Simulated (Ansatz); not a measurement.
In$_{3}$Rh in space group P4_2/mnm (No. 136; In on 4c, In on 8j, Rh on 4f), PBEsol (plane waves, PAW; program Ansatz), all energies at zero smearing, with the estimated change up to a 700 eV cutoff added, with one set of potentials and settings (totals compare only within such a set). Cell of 16 atoms (12 In, 4 Rh): -91665.023 eV.

| element | reference phase | E (eV/atom) |
|---|---|---|
| In | I4/mmm, 1 atoms in the cell | -5525.4106 |
| Rh | Fm-3m, 1 atoms in the cell | -6338.7479 |

Formation energy per atom, worked out: (-91665.023 − 12×(-5525.4106) − 4×(-6338.7479))/16 = -0.319 eV/atom (-31 kJ per mol of atoms), at 0 K, without zero-point energy or fitted corrections.

The workflow started from a Materials Project entry (that database holds measured and hypothetical structures alike); the Crystallography Open Database copy checked does not list it. Its standing as an ambient phase is unchecked. The PBEsol relaxation kept the symmetry of its start; whether a distortion lowers the energy is not shown. No spin polarisation was allowed. The references are the lowest solids computed at this level, not always the standard phases.

Potentials: the later of the program's two PAW sets.
